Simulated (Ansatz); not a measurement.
System: Ir (fcc type), 1 atom in the cell.

Theory: PBE, all-electron LAPW, point nucleus in Ansatz.

k-mesh 4×4×4 Γ-centred; Fermi–Dirac smearing of 0.15 eV; no spin polarisation; no spin–orbit coupling.

```yaml
crystal:
  lattice:
    - [0.00000, 1.93540, 1.93540]
    - [1.93540, 0.00000, 1.93540]
    - [1.93540, 1.93540, 0.00000]
  atoms:
    - { symbol: Ir, position: [0.00000, 0.00000, 0.00000] }
```
Lattice in Å, positions in fractions of it.

(1) What pressure does the calculation give?

Results:

(1) The pressure is -9.01 GPa, so at these settings the cell is stretched and would shrink.

The k-mesh is coarse, so these values belong to this mesh and can lie far from the converged ones.
